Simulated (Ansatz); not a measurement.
CdSe:
```cif
data_Cd2Se2
_chemical_formula_sum 'Cd2 Se2'
_space_group_name_H-M_alt 'P63mc'
_space_group_IT_number 186
_space_group_name_Hall 'P 6c -2c'
_cell_length_a 4.34018
_cell_length_b 4.34018
_cell_length_c 7.07772
_cell_angle_alpha 90.000
_cell_angle_beta 90.000
_cell_angle_gamma 120.000
loop_
_atom_site_label
_atom_site_type_symbol
_atom_site_symmetry_multiplicity
_atom_site_Wyckoff_symbol
_atom_site_fract_x
_atom_site_fract_y
_atom_site_fract_z
_atom_site_occupancy
Cd1 Cd 2 b 0.66667 0.33333 0.00056 1
Se1 Se 2 b 0.33333 0.66667 0.12464 1
```

Relaxed with r²SCAN.

Q: Tabulate the valence density and the electron localisation function along the shortest Cd–Se contact (2.66 Å), DFT-r²SCAN in the program Ansatz with PAW potentials.

A: 

```csv
distance from Cd (Å),density (e/Å³),ELF
0.27,19.75,0.81
0.40,13.69,0.68
0.53,8.17,0.56
0.66,4.18,0.47
0.80,1.89,0.35
0.93,0.86,0.23
1.06,0.48,0.15
1.19,0.37,0.18
1.33,0.37,0.39
1.46,0.44,0.65
1.59,0.57,0.78
1.73,0.74,0.82
1.86,1.09,0.82
1.99,2.10,0.76
2.12,4.85,0.63
2.26,11.52,0.41
2.39,23.88,0.22
```

The density is the valence pseudo-density with augmentation charge, so density and ELF within about 1 Å of a nucleus are not all-electron values.

Space group P6_3mc (wurtzite). The cell was relaxed with r²SCAN under the symmetry of its start; of distortions, only those at the zone centre were tested.

Potentials: the later of the program's two PAW sets.
